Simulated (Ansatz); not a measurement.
Single point in Ansatz 0.2.0 with r2SCAN, no spin polarisation. Cutoff 500 eV, PAW datasets, 5×5×5 Γ-centred k mesh, fermi-dirac filling (width 0.1 eV).

Computed maps in the lattice plane spanned by a (left to right, 5.23 Å, 16 points from zero) and c (bottom to top, 4.91 Å, 15 points from zero), 91° apart, at height 0.382 along b. The fields are smooth PAW ones with compensation charges, not the true ones near nuclei.

Valence density. Digits on a logarithmic scale: 0 up to 0.03 e/Å³, each further digit a factor of 1.6, 9 from 1.3 e/Å³ up:
```
2211012356665433
2222123578986432
2333334699997532
3444445799997532
3457776799996422
3579997678875322
4699999655554333
5699999643334555
7679997532235788
9767775432246999
9754444432357999
9643333322357999
7532122222346898
5321011223345666
3210001234555554
```

ELF. Ten even steps from '0' (0.01) to '9' (0.86):
```
0000000368741000
0000002699996200
0000003896699500
0111113892189500
0112221798698300
0122122289985100
1120002136631011
3120002111101366
8222122100015899
9712221100038968
9831111100059812
9830000000059966
9620000000026999
6300000000001478
2000000023210123
```

Q: The cell is NbInN$_{4}$. Which atoms lie within 0.2 Å of this plane, and where (fractions of a and c)?

A: N at (0.90, 0.26), N at (0.60, 0.74). The whole cell:
```
In Nb N
1.0
     5.22745    0.00000    0.00000
     0.00000    5.86452    0.00000
    -0.09691    0.00000    4.91299
In Nb N
2 2 8
Direct
  0.25000 0.31750 0.50000
  0.75000 0.68250 0.50000
  0.25000 0.82210 0.00000
  0.75000 0.17790 0.00000
  0.90100 0.38200 0.26000
  0.59900 0.38200 0.74000
  0.09900 0.61800 0.74000
  0.40100 0.61800 0.26000
  0.43800 0.10200 0.21700
  0.06200 0.10200 0.78300
  0.56200 0.89800 0.78300
  0.93800 0.89800 0.21700
```

Origin: a known structure type with other elements, at an estimated volume, so it need not be a known compound. Caveats: many states at the Fermi level without spin polarisation, so a magnetic state may lie lower.
